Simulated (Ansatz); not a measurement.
Given:

GaN (wurtzite)

Space group P6₃mc (No. 186); a = b = 3.183 Å, c = 5.184 Å, α = β = 90.00°, γ = 120.00°

```csv
atom,site,symmetry,x,y,z
Ga,2b,3m.,0.6667,0.3333,0.0010
N,2b,3m.,0.3333,0.6667,0.1242
```

This relaxed cell (volume V₀) is scaled evenly in all directions, its shape held. The atoms relax within the cell's symmetry.

Method: r2SCAN (plane waves to 500 eV, PAW, scalar-relativistic; Ansatz, a first-principles code). k mesh 12×12×7 (Γ-centred), Fermi-Dirac smearing 0.05 eV. E stands for the smeared free energy. Compression counts positive. With the shape held, the modulus is that of even scaling; a crystal free to change shape is softer. GaN was relaxed with its symmetry unable to fall. The PAW data are Ansatz's earlier set. ΔE is measured from the relaxed starting cell.

The scan covers V/V₀ from 0.900 to 1.100 in 13 points.

Q: What is the fitted pressure derivative B₀′?

A: 4.3.

Q: What bulk modulus at fixed cell shape B₀ follows from a third-order Birch-Murnaghan fit?

A: 196 GPa.

(A scan under strain: stresses follow from slopes of the energy per volume, elastic moduli from its curvatures.)
